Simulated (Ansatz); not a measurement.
## Rb2Ni3S4: the gap against volume

Rb2Ni3S4, Fmmm, a = 5.864 Å, b = 9.935 Å, c = 13.801 Å. The structure is a Materials Project entry; whether it is the stable form wasn't checked. Ansatz: r2SCAN, PAW, 500 eV, Γ-centred 6×6×6 mesh on 9 atoms, Gaussian smearing 0.02 eV; no spin polarisation. Shape and atoms are relaxed at each volume; x = ln(V/V0) with V0 = 22.334 Å³/atom. The gap is read at the mesh points alone.

```tsv
x	gap y (eV)
-0.1278	1.042
-0.0943	?
-0.0619	1.054
-0.0305	1.058
0.0000	1.064
0.0296	1.069
0.0583	1.073
```

Question: Fit a straight line to the other rows, give the volume deformation potential of the gap and its pressure coefficient, and predict the missing gap. B0 = 23.3 GPa.

Answer: Means x = -0.02205, y = 1.0600; Σ(Δx)² = 0.02245, ΣΔxΔy = 0.003757; the slope is their ratio. y = 1.064 + 0.1673 x. The slope is the deformation potential a = dE_g/d ln V = 0.17 eV, and dE_g/dP = −a/B0 = -7.18 meV/GPa. At x = -0.0943 the fit asked for gives 1.048 eV. The run gave 1.048 eV, the same to the digits shown.

Semilocal functionals give gaps under the measured ones; changes of the gap mostly carry over better.

Cost: 7 runs of about 47 core-minutes in all, on Intel Xeon Processor @ 2.70GHz (shared hosts).